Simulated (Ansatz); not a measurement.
## SnO$_{2}$: clamped-ion strain scan

Theory: DFT PBE, scalar-relativistic, plane waves, PAW in Ansatz. Settings: plane waves to 420 eV, k-mesh 6×6×8 (Γ-centred), Gaussian smearing 0.05 eV. No spin polarisation. Energies are free energies at this smearing, counted from the undisturbed cell; pressure is positive in compression.

Zero of the scan (relaxed at this level):

```
Sn O
1.0
     4.82770    0.00000    0.00000
     0.00000    4.82770    0.00000
     0.00000    0.00000    3.23799
Sn O
2 4
Direct
  0.00000 0.00000 0.00000
  0.50000 0.50000 0.50000
  0.30661 0.30661 0.00000
  0.19339 0.80661 0.50000
  0.69339 0.69339 0.00000
  0.80661 0.19339 0.50000
```

The cell is strained by ε times the Voigt pattern (1, 1, 0, 0, 0, 0) (xx, yy, zz, yz, xz, xy; engineering shear) with fractional coordinates fixed.

| ε | ΔE (meV/atom) |
| --- | --- |
| -0.0600 | 121.8 |
| -0.0450 | 65.2 |
| -0.0300 | 27.6 |
| -0.0150 | 6.5 |
| 0.0000 | 0.0 |
| 0.0150 | 6.0 |
| 0.0300 | 22.9 |
| 0.0450 | 49.1 |
| 0.0525 | 65.2 |
| 0.0600 | 83.2 |

Q: Predict the stress summed along the pattern (GPa, tension positive) at each point.

A:
| ε | stress summed along the pattern (GPa, tension positive) |
| --- | --- |
| -0.0600 | -60.52 |
| -0.0450 | -41.52 |
| -0.0300 | -25.34 |
| -0.0150 | -11.61 |
| 0.0000 | 0.01 |
| 0.0150 | 9.79 |
| 0.0300 | 17.97 |
| 0.0450 | 24.71 |
| 0.0525 | 27.60 |
| 0.0600 | 30.27 |

Cost: 10 runs of about 1.3 core-minutes in all, on Arm Neoverse V1 (shared hosts).